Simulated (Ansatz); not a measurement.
## Deforming Pb

```xyz
2
Lattice="3.4800 0.0000 0.0000 -1.7400 3.0138 0.0000 0.0000 0.0000 5.5900" Properties=species:S:1:pos:R:3 pbc="T T T"
Pb    0.0000    2.0092    1.3975
Pb    1.7400    1.0046    4.1925
```

Atom numbers follow the list: Pb1, Pb2.

The cell is COD entry 1537623, as deposited and not checked against the literature; nothing was relaxed.

Spin–orbit coupling is left out, though it moves levels of the heavy atoms by tenths of an eV or more.

Level of theory: DFT, PBEsol, all-electron LAPW, scalar-relativistic in Ansatz 0.2.0.

Sampling and basis: a Γ-centred 12×12×7 k mesh, Fermi–Dirac smearing of 0.05 eV, basis error target 0.5 meV/atom, no spin polarisation.

The unchanged cell is at 0.90 GPa.

In a metal, stresses and small energies carry noise from the k mesh.

x, y and z are the Cartesian axes of the cell as listed; fractional coordinates follow a strain, and an engineering shear is twice the off-diagonal strain component.

One change gave: energy change under 1 meV/atom; stress change (xx, yy, zz, yz, xz, xy) -0.02, 0.00, 0.07, -0.15, -0.15, -0.09 GPa, compression positive. Which change was it?
A. equal xy, yz and zx engineering shear strains of -2 %
B. equal xy, yz and zx engineering shear strains of -1 %
C. equal xy, yz and zx engineering shear strains of +3 %
D. equal xy, yz and zx engineering shear strains of +1 %
E. equal xy, yz and zx engineering shear strains of -3 %
F. equal xy, yz and zx engineering shear strains of +2 %

D. For equal xy, yz and zx engineering shear strains of -2 %: energy change +2 meV/atom; stress change (xx, yy, zz, yz, xz, xy) -0.05, 0.01, 0.25, 0.27, 0.26, 0.21 GPa, compression positive. For equal xy, yz and zx engineering shear strains of +3 %: energy change +3 meV/atom; stress change (xx, yy, zz, yz, xz, xy) -0.05, 0.04, 0.44, -0.42, -0.40, -0.35 GPa, compression positive. For equal xy, yz and zx engineering shear strains of -3 %: energy change +3 meV/atom; stress change (xx, yy, zz, yz, xz, xy) -0.12, 0.03, 0.51, 0.33, 0.31, 0.28 GPa, compression positive; change of the force on Pb1 (0.020, -0.001, 0.005) eV/Å. For equal xy, yz and zx engineering shear strains of -1 %: energy change under 1 meV/atom; stress change (xx, yy, zz, yz, xz, xy) -0.01, 0.00, 0.07, 0.15, 0.15, 0.10 GPa, compression positive. For equal xy, yz and zx engineering shear strains of +2 %: energy change +1 meV/atom; stress change (xx, yy, zz, yz, xz, xy) -0.05, 0.00, 0.23, -0.29, -0.28, -0.21 GPa, compression positive.
